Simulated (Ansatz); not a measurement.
Starting cell, Zn (hcp, Mg type):

```
Zn
1.0
    5.29343     0.00000     0.00000
   -1.32336     2.29212     0.00000
    2.64671     0.00000     4.67807
Zn
4
Direct
  0.79167   0.66667   0.75000
  0.29167   0.66667   0.75000
  0.20833   0.33333   0.25000
  0.70833   0.33333   0.25000
```

A phonon eigenvector at L = (0.5, 0.0, 0.5) is frozen into this cell: atom i moves by Q times the vector below, so Q is the largest atomic displacement, in Å. The cell is held. It is one choice among 2 degenerate patterns. (q is in reciprocal vectors of the primitive cell; the cell shown is doubled to hold the pattern.)

```json
[
 {"atom": "Zn1", "x": "0.500", "y": "-0.866", "z": "0.000"},
 {"atom": "Zn2", "x": "-0.500", "y": "0.866", "z": "0.000"}
]
```

Atoms not listed stay in place.

Calculation: r2SCAN (plane waves to 500 eV, PAW, scalar-relativistic; Ansatz, a quantum-chemistry and plane-wave program). k mesh 20×20×20 (Γ-centred), Fermi-Dirac smearing 0.05 eV. The energy includes the smearing's −TS. With partly filled bands, energies and forces of such displacements shift with the k mesh and the smearing. The PAW data are Ansatz's earlier set. Zn was relaxed with its symmetry unable to fall. ΔE is measured from the undisplaced structure.

```json
[
 {"Q (Å)": "-0.280", "ΔE (meV/cell)": "236"},
 {"Q (Å)": "-0.187", "ΔE (meV/cell)": "112"},
 {"Q (Å)": "-0.093", "ΔE (meV/cell)": "29"},
 {"Q (Å)": "0.000", "ΔE (meV/cell)": "0"},
 {"Q (Å)": "0.093", "ΔE (meV/cell)": "29"},
 {"Q (Å)": "0.187", "ΔE (meV/cell)": "112"},
 {"Q (Å)": "0.280", "ΔE (meV/cell)": "236"}
]
```

Q: Which DFPT wavenumber at L = (0.5, 0.0, 0.5) belongs to this mode?
(A) 90 cm⁻¹
(B) 118 cm⁻¹
(C) 213 cm⁻¹

A: B, 118 cm⁻¹. The curvature of the scan gives 118 cm⁻¹

(A displaced cell: forces are minus the slopes of the energy, force constants its curvatures, and phonons follow from these.)
